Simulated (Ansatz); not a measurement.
MoSe₂:
```
MoSe2
1.0
    0.00000     3.09982     3.09982
    3.09982     0.00000     3.09982
    3.09982     3.09982     0.00000
Mo Se
1 2
Direct
  0.00000   0.00000   0.00000
  0.25000   0.25000   0.25000
  0.75000   0.75000   0.75000
```

Relaxed with PBE. Special points in fractions of this cell's reciprocal vectors: Γ (0.000, 0.000, 0.000); X (0.500, 0.000, 0.500); U (0.625, 0.250, 0.625); K (0.375, 0.375, 0.750); L (0.500, 0.500, 0.500); W (0.500, 0.250, 0.750).

List the band energies nearest the Fermi level at these points for PBE (plane waves, PAW; program Ansatz).

In eV from the Fermi level; about four levels below and three above (degenerate sets whole), none deeper than 8.9 eV; points with the same levels are listed once.

```json
[
 {"k": "Γ", "below": "-0.76 -0.76 -0.21 -0.21 -0.21", "above": "3.74 3.74 3.74"},
 {"k": "X", "below": "-2.10 -2.10 -0.63 -0.01", "above": "1.26 1.44 3.51 3.51"},
 {"k": "U", "below": "-4.53 -2.75 -1.95 -0.15", "above": "0.13 0.53 1.46"},
 {"k": "L", "below": "-2.69 -2.69 -0.40 -0.40", "above": "1.21 3.59 3.59"},
 {"k": "W", "below": "-3.38 -3.38 -2.04 -0.15", "above": "0.36 1.05 1.67 1.67"}
]
```

Space group Fm-3m (fluorite or antifluorite type). The cell is a constructed one: a structure type filled with these elements; neither database checked (COD, Materials Project) lists it. It is not the phase usual at ambient conditions (space group No. 194). The cell was relaxed with PBE under the symmetry of its start; its stability against distortions is not shown here. The run is not spin-polarised. Spin–orbit coupling is left out wherever it is not named.

Potentials: the earlier of the program's two PAW sets.
